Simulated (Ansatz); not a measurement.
Starting cell, Tl (hcp, Mg type):

```
CELL_PARAMETERS angstrom
      7.04140     0.00000     0.00000
     -1.76035     3.04902     0.00000
      0.00000     0.00000     5.60254
ATOMIC_POSITIONS crystal
  Tl 0.16667 0.66667 0.75000
  Tl 0.66667 0.66667 0.75000
  Tl 0.33333 0.33333 0.25000
  Tl 0.83333 0.33333 0.25000
```

In this cell atom 1 (Tl, nearest neighbour Tl at 3.461 Å; its periodic images, 3.5 Å or more away, move with it) is moved by s along Cartesian z, unit vector (0.000, 0.000, 1.000); all other atoms and the cell stay fixed.

Method: r2SCAN (plane waves to 500 eV, PAW, scalar-relativistic; Ansatz, an electronic-structure program). k mesh 6×12×7 (Γ-centred), Fermi-Dirac smearing 0.05 eV. With partly filled bands, energies and forces of such displacements shift with the k mesh and the smearing. F∥ is the force on the atom along that direction. Spin-orbit coupling is left out, though Tl is heavy. The PAW data are Ansatz's earlier set. Tl was relaxed with its symmetry unable to fall. 

| s (Å) | F∥ (eV/Å) |
|---|---|
| -0.350 | 0.770 |
| -0.280 | 0.603 |
| -0.210 | 0.447 |
| -0.140 | 0.296 |
| -0.070 | 0.147 |
| 0.000 | 0.000 |
| 0.070 | -0.147 |
| 0.140 | -0.296 |
| 0.210 | -0.447 |
| 0.280 | -0.603 |
| 0.350 | -0.770 |

Problem. What is the force constant k = d²E/ds² of this move at s = 0?

Solution. 2.10 eV/Å². The forces along the line at the two nearest points give (0.147 − (-0.147)) / (2·0.070) = 2.10 eV/Å²; the next pair corrects for the finite step.

(A displaced cell: forces are minus the slopes of the energy, force constants its curvatures, and phonons follow from these.)
